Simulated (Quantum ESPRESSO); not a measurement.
```
Rb2NaYF6
1.0
    0.00000     4.51342     4.51342
    4.51342     0.00000     4.51342
    4.51342     4.51342     0.00000
F Na Rb Y
6 1 2 1
Cartesian
  2.18901   4.51342   4.51342
  6.83784   4.51342   4.51342
  4.51342   2.18901   4.51342
  4.51342   6.83784   4.51342
  4.51342   4.51342   2.18901
  4.51342   4.51342   6.83784
  4.51342   4.51342   4.51342
  6.77014   6.77014   6.77014
  2.25671   2.25671   2.25671
  0.00000   0.00000   0.00000
```

The geometry is that of Materials Project entry mp-13926, symmetrised and not relaxed again.

Q: What does norm-conserving PBEsol (Quantum ESPRESSO, 88 Ry, scalar-relativistic) give for the electronic structure near the Fermi level?

A: The PBEsol gap is direct, 6.32 eV at Γ. Another valence extremum on the path lies within 0.02 eV, too close to call.
